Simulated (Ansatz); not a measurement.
TePt:
Space group R-3m, hexagonal axes (No. 166); a = b = 3.980 Å, c = 20.622 Å, α = β = 90.00°, γ = 120.00°

```
atom  site  symmetry       x       y       z
----  ----  --------  ------  ------  ------
Te      6c        3m  0.0000  0.0000  0.0958
Pt      6c        3m  0.0000  0.0000  0.3693
```
(The calculation used a cell of 4 atoms; values per cell refer to that cell.)

Relaxed with r²SCAN.

Which orbitals make up the states near the Fermi level in r²SCAN in the plane-wave PAW code Ansatz?

Within 0.5 eV of the Fermi level: Te 5p 63 %, Pt 5d 27 %, outside the projected shells 6 %. Projections are on Löwdin-orthogonalised atomic valence shells; empty p or d shells of many metals are not among them.

Tabulate the density of states.

States/eV per cell of 4 atoms, in 0.25 eV bins, energy from the Fermi level.

```
E (eV)  total  Pt 5d  Te 5p  Pt 6s
------  -----  -----  -----  -----
-7.85    0.00   0.00   0.00   0.00
-7.60    0.00   0.00   0.00   0.00
-7.35    0.00   0.00   0.00   0.00
-7.10    0.00   0.00   0.00   0.00
-6.85    0.08   0.01   0.04   0.02
-6.60    2.61   0.43   1.23   0.83
-6.35    3.83   0.94   1.61   1.05
-6.10    3.49   1.40   1.48   0.46
-5.85    3.53   1.77   1.41   0.26
-5.60    3.64   2.43   1.04   0.10
-5.35    4.33   2.80   1.33   0.11
-5.10    6.15   4.00   1.84   0.20
-4.85    5.58   3.67   1.56   0.21
-4.60    4.91   3.31   1.25   0.19
-4.35    4.15   2.80   1.07   0.15
-4.10    5.14   3.66   1.13   0.18
-3.85    5.05   3.57   1.14   0.16
-3.60    4.69   3.26   1.19   0.06
-3.35    4.11   2.88   1.02   0.05
-3.10    3.02   2.28   0.60   0.03
-2.85    5.09   4.13   0.73   0.13
-2.60    7.68   6.46   0.91   0.19
-2.35    4.23   3.39   0.63   0.11
-2.10    7.11   5.87   0.89   0.15
-1.85    7.31   5.76   0.98   0.29
-1.60    3.24   1.76   1.16   0.16
-1.35    2.58   1.02   1.29   0.11
-1.10    2.41   0.86   1.30   0.09
-0.85    2.34   0.77   1.32   0.08
-0.60    1.97   0.62   1.15   0.06
-0.35    2.04   0.59   1.24   0.06
-0.10    1.87   0.51   1.16   0.05
0.15     1.73   0.44   1.10   0.05
0.40     1.55   0.38   1.01   0.04
0.65     1.39   0.32   0.93   0.03
0.90     1.17   0.27   0.79   0.03
1.15     1.13   0.40   0.62   0.02
1.40     1.22   0.51   0.59   0.03
1.65     2.24   0.92   1.11   0.07
1.90     2.53   0.98   1.36   0.06
2.15     1.82   0.64   1.00   0.08
2.40     1.51   0.43   0.70   0.23
2.65     1.43   0.30   0.57   0.36
2.90     1.28   0.20   0.45   0.40
3.15     1.50   0.21   0.54   0.47
3.40     1.77   0.25   0.66   0.55
3.65     1.18   0.16   0.43   0.39
3.90     0.60   0.07   0.20   0.21
4.15     0.51   0.05   0.12   0.21
4.40     0.78   0.07   0.16   0.33
4.65     1.06   0.08   0.22   0.43
```

The workflow started from a Materials Project entry (that database holds measured and hypothetical structures alike); the Crystallography Open Database files this formula in space group No. 166, but the cells were not matched. Whether it is the stable phase at ambient conditions was not checked. The cell was relaxed with r²SCAN under the symmetry of its start; its stability against distortions is not shown here. No spin polarisation was allowed. A crystal of weakly bound layers computed without a dispersion correction: the cell and the soft elastic constants depend strongly on that. Scalar-relativistic: spin–orbit coupling is off unless named, which matters more the heavier the elements.

Potentials: the earlier of the program's two PAW sets.
